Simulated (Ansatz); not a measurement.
Consider the following.

SiO2:
```
SiO2
1.0
    4.72361     0.00000     0.00000
    0.00000     8.36744     0.00000
    0.00000     0.00000     5.03887
Si O
8 16
Cartesian
  0.59967   1.06942   4.47618
  2.96148   3.11430   0.56269
  1.76214   7.29802   1.95674
  4.12395   5.25313   3.08212
  4.12395   7.29802   0.56269
  1.76214   5.25313   4.47618
  2.96148   1.06942   3.08212
  0.59967   3.11430   1.95674
  3.87587   0.08840   4.28129
  1.51406   4.09532   0.75758
  3.20956   8.27904   1.76186
  0.84775   4.27212   3.27701
  0.84775   8.27904   0.75758
  3.20956   4.27212   4.28129
  1.51406   0.08840   3.27701
  3.87587   4.09532   1.76186
  2.15555   1.94083   4.47371
  4.51736   2.24289   0.56516
  0.20626   6.42661   1.95428
  2.56807   6.12455   3.08459
  2.56807   6.42661   0.56516
  0.20626   6.12455   4.47371
  4.51736   1.94083   3.08459
  2.15555   2.24289   1.95428
```

This is the PBE-relaxed structure. x, y and z are the axes in which the lattice vectors are written.

Q: All from PBE in the plane-wave PAW code Ansatz, unless another level is named. Estimate the HSE06 gap on the PBE cell.

A: 7.46 eV.

Q: What about the band gap?

A: 5.41 eV (smallest direct gap 5.41 eV).

Q: And the electron effective mass?

A: 0.38, 0.42, 0.42 mₑ (principal values).

Q: Next, the conduction-band minimum?

A: at Γ.

Q: What about the weight of the valence-edge state by species (Voronoi cells)?

A: O 97 %, Si 3 %.

Q: Give the valence-band maximum.

A: on the Y–Γ line, 65 % of the way from Y (k = 0.000, 0.177, 0.000).

Space group Pbca. A made-up cell: these elements were put on the sites of a structure type; neither database checked (COD, Materials Project) lists it. It is not the phase usual at ambient conditions (space group No. 92, 152, 154). The cell was relaxed with PBE under the symmetry of its start; of distortions, only those at the zone centre were tested.

Potentials: the later of the program's two PAW sets.
